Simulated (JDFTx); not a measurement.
System: p-cresol, C7H8O (SMILES Cc1ccc(O)cc1), charge 0, multiplicity 1; geometry: optimised with GFN2-xTB in vacuum (one conformer, no frequencies checked; largest PBE force component 1.0 eV/Å). Coordinates in Å:
```
C    -2.80    0.20    0.26
C    -1.31    0.10    0.28
C    -0.51    1.23    0.27
C     0.87    1.14    0.27
C     1.48   -0.10    0.26
O     2.84   -0.24    0.26
C     0.70   -1.25    0.27
C    -0.68   -1.14    0.27
H    -3.25   -0.65    0.76
H    -3.13    1.11    0.75
H    -3.17    0.22   -0.76
H    -0.98    2.21    0.28
H     1.47    2.04    0.27
H     3.25    0.63    0.26
H     1.19   -2.21    0.26
H    -1.28   -2.04    0.28
```

Computed with JDFTx (a modified build): PBE, GBRV ultrasoft potentials, plane waves to 20/100 Ha. Liquid: CANDLE, water, 0.5 M KCl. The liquid run sits in a periodic box with 3.75 Å from the outermost atoms to the faces; the vacuum run is isolated. The box matters at about 0.01 eV. ΔG_solv is the difference of the two single-point energies, liquid minus vacuum; no corrections are added.

### Question
Predict the solvation energy and the highest occupied level.

### Answer
| Quantity | Value |
|---|---|
| solvation energy | -4.3 kcal/mol |
| part: cavitation term of the fluid | 15.9 kcal/mol |
| part: dispersion term of the fluid | -13.4 kcal/mol |
| part: electrostatic term of the fluid | -8.8 kcal/mol |
| part: distortion of the solute's electrons | 1.9 kcal/mol |
| dipole moment in vacuum | 1.25 D |
| dipole moment in the liquid | 1.91 D |
| highest occupied level in vacuum (zero: vacuum level) | -5.30 eV |
| highest occupied level in the liquid (zero: bulk electrolyte) | -5.24 eV |
